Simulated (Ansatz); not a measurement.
## WC-type LaSb

Method: PBEsol, scalar-relativistic; no spin polarisation; PAW, 420 eV, Γ-centred 8×8×8 mesh, 0.05 eV Gaussian smearing; code Ansatz; PAW files: Ansatz's generated set soft_2.

```
CELL_PARAMETERS angstrom
4.42006 0.00000 0.00000
-2.21003 3.82789 0.00000
0.00000 0.00000 4.05630
ATOMIC_POSITIONS crystal
La 0.00000 0.00000 0.00000
Sb 0.66667 0.33333 0.50000
```

This is a trial structure; measured cells of the compound in the Crystallography Open Database are in space group Fm-3m (rock salt).

The cell has space group P-6m2 (read at 0.01 Å). In it the stress is -0.04, -0.04, 0.11, 0.00, 0.00, 0.00 GPa, so the shape isn't fully relaxed, and the largest force component 0.000 eV/Å. Each change below starts from this cell, without further relaxation. Stress is in GPa, positive in compression, in the order xx, yy, zz, yz, xz, xy; energies are counted from the cell above and are free energies with the smearing's entropy, which match forces and stress in a metal.

**Question.** What happens when atom 1 (La) is moved by 0.02 Å along x?

**Answer.** The energy changes by 0.6 meV per cell, and the force on it along the shift is -0.061 eV/Å (−F/u = 3.07 eV/Å²). Stress: -0.04, -0.04, 0.13, 0.00, 0.00, 0.17.
```tsv
atom	Fx (eV/Å)	Fy	Fz
La1	-0.061	-0.002	0.000
Sb2	0.061	0.002	0.000
```

**Question.** What stress follows from an engineering strain of -2 % in xz, atoms carried along?

**Answer.** -0.01, 0.00, 0.11, 0.00, 0.32, 0.00 GPa; the energy changes by 1.3 meV per cell.
The change of the stress over the strain gives a clamped-atom stiffness of about 16.0 GPa for this component.
In a harmonic crystal the energy would rise by V(½Cε² − σ₀ε), with σ₀ the stress of the unstrained cell, = 1.4 meV, which matches.

Scalar-relativistic only: spin–orbit splittings of the heavy atoms' levels are missing.
